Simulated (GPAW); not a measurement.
## CsLiCr2Te2S3: changing the Hubbard U on Cr d

```xyz
9
Lattice="3.4216 -5.1807 0.0078 3.4216 5.1807 0.0078 -2.9041 0.0000 7.4309" Properties=species:S:1:pos:R:3 pbc="T T T"
Cs    0.6167    0.0000    0.0649
Li    2.4219    0.0000    4.1212
Cr    0.1728    2.1297    4.1498
Cr    0.1728   -2.1297    4.1498
Te    4.0786    1.5993    2.1688
Te    4.0786   -1.5993    2.1688
S     2.0049   -2.1476    5.4598
S     2.0049    2.1476    5.4598
S     0.0600    0.0000    3.5978
```

The cell comes from a database or a generator and needn't be the stable form of this composition.

Kept alike: task band structure; functional PBE; k mesh 4 × 4 × 3; occupations fermi-dirac, width 0.05 eV; collinear spin, ferromagnetic start. Program: GPAW, GPAW PAW data sets (gpaw-data 1.2.1), cutoff 800 eV. The mesh is that of the run's cell of 9 atoms. No spin-orbit coupling.

```csv
"Hubbard U on Cr d, U (eV)",pressure (GPa),largest site moment (μB)
0,0.20,2.20
2,2.42,2.83
3,3.40,3.04
4,4.30,3.19
6,6.17,3.37
```

Pressure is positive in compression; the values hold the error of the finite cutoff, so their zero can differ a little from the energy's minimum. For a metal such a mesh leaves the last digits unconverged. How U acts hangs on the program's projectors. The runs hold the magnetic state that their start led to, which needn't be the lowest. Site moments count inside each atom's sphere or projector.

Problem. What does the Hubbard U on Cr d change here?

Solution. The pressure rises from 0.20 to 6.17 GPa between 0 and 6 eV. U localises the shell and weakens its bonds, so the cell pushes outwards. The largest site moment rises from 2.20 to 3.37 μB between 0 and 6 eV. U favours whole occupations of the shell, which as a rule raises the local moment.
